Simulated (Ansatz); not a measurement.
The cell below belongs to a search over invented structures; it isn't taken from experiment.

Input and command of a plane-wave DFT calculation in Ansatz:

```yaml
crystal:
  lattice:
    - [3.1260690261, 0.0, 0.0]
    - [-1.563034513, 2.7072551906, 0.0]
    - [0.0, 0.0, 13.1656649658]
  atoms:
    - { symbol: Sn, position: [0.0, 0.0, 0.0] }
    - { symbol: Ge, position: [0.3333333333, 0.6666666667, 0.5982489566] }
    - { symbol: Ge, position: [0.3333333333, 0.6666666667, 0.4017510434] }
    - { symbol: "N", position: [0.6666666667, 0.3333333333, 0.6479296193] }
    - { symbol: "N", position: [0.6666666667, 0.3333333333, 0.3520703807] }
basis:
  ecutwfc: 420
kpoints:
  mp_grid: { grid: [12, 12, 4] }
hamiltonian:
  xc: pbe
scf:
  occupations: { method: gaussian, width: 0.1 }
output:
  forces: true
  stress: true
  eigenvalues: true
relax:
  adjacent_minimum: "off"
  f_tol: 0.01
  max_steps: 30
  cell: { stress_tol: 0.1, fix: [volume] }
```

```bash
ansatz run input.yaml --threads 1 --pin off --max-ram 2560MiB --backend cpu --events-out ev --progress --plain --runs-dir out
```

Processor: Arm Neoverse V1, 1 thread, on a host shared with other jobs.

Estimate time, memory and problem size.

About 96 s, peak memory 0.46 GiB. It solves 32 bands at 57 k points (after reduction by symmetry) with about 2193 plane waves, in 28 SCF iterations over 4 ionic steps.
